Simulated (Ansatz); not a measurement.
# Phonons of LaSi in the CrB-type structure

The computed numbers are results of PBEsol, scalar-relativistic (no spin polarisation) in the plane-wave PAW code Ansatz at 420 eV, Gaussian smearing of 0.15 eV. The datasets are Ansatz's generated set soft_2.

```xyz
4
Lattice="2.2500 -5.5819 0.0000 2.2500 5.5819 0.0000 0.0000 0.0000 3.9390" Properties=species:S:1:pos:R:3 pbc="T T T"
La    2.2500   -4.0004    0.9848
La    2.2500    4.0004    2.9543
Si    2.2500   -0.7538    0.9848
Si    2.2500    0.7538    2.9543
```

The start was a prototype's sites filled with these elements. The Crystallography Open Database lists the compound in space group Pnma, so this is a trial structure.

Force constants come from finite displacements in a 2×2×2 supercell (the unit cell's 8×8×8 k-mesh, folded to it); the long-range dipole term is not included. Points in reciprocal vectors of this cell: Γ = (0.000, 0.000, 0.000), Y = (-0.500, 0.500, 0.000), C0 = (-0.291, 0.709, 0.000), Σ0 = (0.291, 0.291, 0.000), Z = (0.000, 0.000, 0.500), A0 = (0.291, 0.291, 0.500), E0 = (-0.291, 0.709, 0.500), T = (-0.500, 0.500, 0.500), S = (0.000, 0.500, 0.000), R = (0.000, 0.500, 0.500).

Frequencies at the named points (cm⁻¹, imaginary ones negative):
```tsv
point	ω (cm⁻¹)
Γ	0 0 0 110 113 120 198 206 235 241 304 331
Y	45 56 96 97 98 105 190 208 234 240 307 328
C0	85 86 97 98 105 123 181 196 239 245 292 329
Σ0	85 86 97 98 105 123 181 196 239 245 292 329
Z	79 79 113 113 117 117 199 199 231 231 303 303
A0	88 88 98 98 110 110 197 197 239 239 303 303
E0	88 88 98 98 110 110 197 197 239 239 303 303
T	95 95 116 116 118 118 199 199 228 228 310 310
S	85 91 96 98 107 121 181 195 239 247 291 329
R	86 86 97 97 109 109 196 196 240 240 302 302
```

Task: Is the structure dynamically stable along this path, and where does the spectrum end?

Result: Yes: no branch is imaginary beyond numerical noise. The highest frequency is 331 cm⁻¹, at Γ. Points that don't fit the supercell are interpolated.

Task: What does the harmonic approximation give for the vibrational free energy, entropy and heat capacity?

Result: Zero-point energy 31.9 meV/atom.
```tsv
T (K)	F_vib (meV/atom)	S (J/K per mole of atoms)	C_V (J/K per mole of atoms)
100	27.5	11.6	15.5
200	8.2	24.7	21.6
300	-22.4	33.8	23.3
400	-61.1	40.7	24.0
500	-106.1	46.0	24.3
600	-156.2	50.5	24.5
700	-210.6	54.3	24.6
800	-268.6	57.6	24.7
900	-329.8	60.5	24.7
1000	-393.9	63.1	24.8
```

The highest mode, 331 cm⁻¹, is worth 480 K. At 300 K the heat capacity has reached 93 % of the classical limit 3R = 24.9 J/K per mole of atoms: a mode at k_BT already holds 92 % of its classical share, and one at 1.5 k_BT 83 %.

The crystal is a metal or nearly so; low and unstable modes depend on mesh and smearing.

It ran for 4.8 min on 4 threads of Intel(R) Xeon(R) Platinum 8488C (Sapphire Rapids), on a shared host, peak memory 5.3 GiB.

Scalar-relativistic only: spin–orbit splittings of the heavy atoms' levels are missing.
